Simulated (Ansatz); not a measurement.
BeSe:
```
CELL_PARAMETERS angstrom
      6.38083     0.00000     0.00000
      0.00000     6.38083     0.00000
      0.00000     0.00000     6.38083
ATOMIC_POSITIONS crystal
  Be 0.25000 0.00000 0.50000
  Be 0.50000 0.25000 0.00000
  Be 0.50000 0.75000 0.00000
  Be 0.75000 0.00000 0.50000
  Be 0.00000 0.50000 0.75000
  Be 0.00000 0.50000 0.25000
  Se 0.25000 0.50000 0.00000
  Se 0.00000 0.25000 0.50000
  Se 0.00000 0.75000 0.50000
  Se 0.75000 0.50000 0.00000
  Se 0.50000 0.00000 0.75000
  Se 0.50000 0.00000 0.25000
```

Relaxed with PBE. Special points in fractions of this cell's reciprocal vectors: Γ (0.000, 0.000, 0.000); X (0.000, 0.500, 0.000); M (0.500, 0.500, 0.000); R (0.500, 0.500, 0.500).

**Question.** List the band energies nearest the valence-band maximum at these points for DFT-PBE with spin–orbit coupling in the program Ansatz with PAW potentials.

**Answer.** In eV from the valence-band maximum; about four levels below and three above (degenerate sets whole), none deeper than 8.9 eV; points with the same levels are listed once.

```csv
k,below,above
Γ,0.00 0.00 0.00 0.00,3.00 3.00 3.00 3.00 3.00 3.00
X,-0.28 -0.28 -0.28 -0.28,2.67 2.67 2.67 2.67
M,-1.18 -1.18 -0.33 -0.33,3.57 3.57 3.57 3.57
R,-1.87 -1.87 -1.87 -1.87 -1.87 -1.87 -1.87 -1.87,4.44 4.44 4.44 4.44 4.44 4.44 4.44 4.44
```

Space group Pm-3n. The start of the workflow was typed in or built on a structure type; neither database checked (COD, Materials Project) lists it. COD files the formula under space group No. 216. Whether it is the stable phase at ambient conditions was not checked. The PBE relaxation kept the symmetry of its start; its stability against distortions is not shown here. The volume moved by 20 % from the start of the relaxation.

Potentials: the earlier of the program's two PAW sets.
